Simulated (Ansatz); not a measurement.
K2LiScF6:
```xyz
10
Lattice="0.0000 4.0568 4.0568 4.0568 0.0000 4.0568 4.0568 4.0568 0.0000" Properties=species:S:1:pos:R:3 pbc="T T T"
K      2.0284     2.0284     2.0284
K      6.0852     6.0852     6.0852
Li     4.0568     4.0568     4.0568
Sc     0.0000     0.0000     0.0000
F      4.0568     4.0568     2.0104
F      4.0568     4.0568     6.1032
F      2.0104     4.0568     4.0568
F      6.1032     4.0568     4.0568
F      4.0568     2.0104     4.0568
F      4.0568     6.1032     4.0568
```

Relaxed with r²SCAN. Special points in fractions of this cell's reciprocal vectors: Γ (0.000, 0.000, 0.000); X (0.500, 0.000, 0.500); U (0.625, 0.250, 0.625); K (0.375, 0.375, 0.750); L (0.500, 0.500, 0.500); W (0.500, 0.250, 0.750).

**Question.** List the band energies nearest the valence-band maximum at these points for plane-wave PAW r²SCAN (Ansatz code).

**Answer.** In eV from the valence-band maximum; about four levels below and three above (degenerate sets whole), none deeper than 8.9 eV; points with the same levels are listed once.

```json
[
 {"k": "Γ", "below": "-0.25 -0.25 -0.25 0.00 0.00 0.00", "above": "7.67 7.67 7.67"},
 {"k": "X", "below": "-0.70 -0.70 -0.41 -0.41 -0.02", "above": "7.73 7.84 7.84"},
 {"k": "U", "below": "-0.52 -0.45 -0.38 -0.12", "above": "7.75 7.82 7.83"},
 {"k": "L", "below": "-0.34 -0.34 -0.29 -0.29 -0.25", "above": "7.75 7.76 7.76"},
 {"k": "W", "below": "-0.63 -0.63 -0.53 -0.24 -0.24", "above": "7.79 7.79 7.84"}
]
```

Space group Fm-3m. The first step of the workflow began from a Materials Project structure, measured or hypothetical; the Crystallography Open Database copy checked does not list it. Whether it is the stable phase at ambient conditions was not checked. The cell was relaxed with r²SCAN under the symmetry of its start; its stability against distortions is not shown here. No spin polarisation was allowed.

Potentials: the later of the program's two PAW sets.
